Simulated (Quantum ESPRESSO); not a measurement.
pw.x input (Quantum ESPRESSO 7.5; LDA, PseudoDojo standard norm-conserving files, scalar-relativistic):

```
&CONTROL
  calculation = 'scf'
  pseudo_dir = './pseudo'
  outdir = './out'
  tprnfor = .true.
  tstress = .true.
/
&SYSTEM
  ibrav = 0
  nat = 12
  ntyp = 2
  ecutwfc = 84.0
  ecutrho = 336.0
  occupations = 'smearing'
  smearing = 'fd'
  degauss = 0.002
  nbnd = 38
/
&ELECTRONS
  conv_thr = 1.2e-09
/
ATOMIC_SPECIES
O 15.9990 O.upf
Si 28.0850 Si.upf
CELL_PARAMETERS angstrom
  0.000000000000   4.716255000000   7.362775000000
  2.359580000000   0.000000000000   7.362775000000
  2.359580000000   4.716255000000   0.000000000000
ATOMIC_POSITIONS crystal
O   0.625000000000   0.125000000000   0.625000000000
O   0.125000000000   0.625000000000   0.625000000000
O   0.625000000000   0.625000000000   0.125000000000
O   0.625000000000   0.625000000000   0.625000000000
O   0.186560000000   0.813440000000   0.186560000000
O   0.813440000000   0.186560000000   0.813440000000
O   0.063440000000   0.436560000000   0.063440000000
O   0.436560000000   0.063440000000   0.436560000000
Si   0.563230000000   0.563230000000   0.936770000000
Si   0.936770000000   0.936770000000   0.563230000000
Si   0.686770000000   0.686770000000   0.313230000000
Si   0.313230000000   0.313230000000   0.686770000000
K_POINTS automatic
8 8 8 0 0 0
```

End of the output:

```

[...]
     the Fermi energy is     4.2406 ev
!    total energy              =    -299.48326989 Ry
     estimated scf accuracy    <          7.3E-11 Ry
     smearing contrib. (-TS)   =       0.00000000 Ry
     internal energy E=F+TS    =    -299.48326989 Ry
     The total energy is F=E-TS. E is the sum of the following terms:
     one-electron contribution =    -160.69783440 Ry
     hartree contribution      =     112.36157222 Ry
     xc contribution           =     -79.84665442 Ry
     ewald contribution        =    -171.30035330 Ry
     convergence has been achieved in  11 iterations
     Forces acting on atoms (cartesian axes, Ry/au):
     atom    1 type  1   force =    -0.00000000    0.00000000   -0.00000000
     atom    2 type  1   force =     0.00000000   -0.00000000    0.00000000
     atom    3 type  1   force =    -0.00000000   -0.00000000    0.00000000
     atom    4 type  1   force =     0.00000000   -0.00000000    0.00000000
     atom    5 type  1   force =    -0.00000000    0.00788443    0.00000000
     atom    6 type  1   force =     0.00000000   -0.00788443    0.00000000
     atom    7 type  1   force =     0.00000000   -0.00788443    0.00000000
     atom    8 type  1   force =     0.00000000    0.00788443   -0.00000000
     atom    9 type  2   force =     0.00000000    0.00000000   -0.00260358
     atom   10 type  2   force =     0.00000000    0.00000000    0.00260358
     atom   11 type  2   force =     0.00000000   -0.00000000    0.00260358
     atom   12 type  2   force =     0.00000000    0.00000000   -0.00260358
     Total force =     0.016606     Total SCF correction =     0.000004
     Computing stress (Cartesian axis) and pressure
          total   stress  (Ry/bohr**3)                   (kbar)     P=      -32.15
  -0.00023345  -0.00000000   0.00000000          -34.34       -0.00        0.00
  -0.00000000  -0.00020756   0.00000000           -0.00      -30.53        0.00
   0.00000000   0.00000000  -0.00021471            0.00        0.00      -31.59
```
In a gapped system the printed Fermi energy is only some level inside the gap.

Geometry of the Materials Project entry, not relaxed at this level.
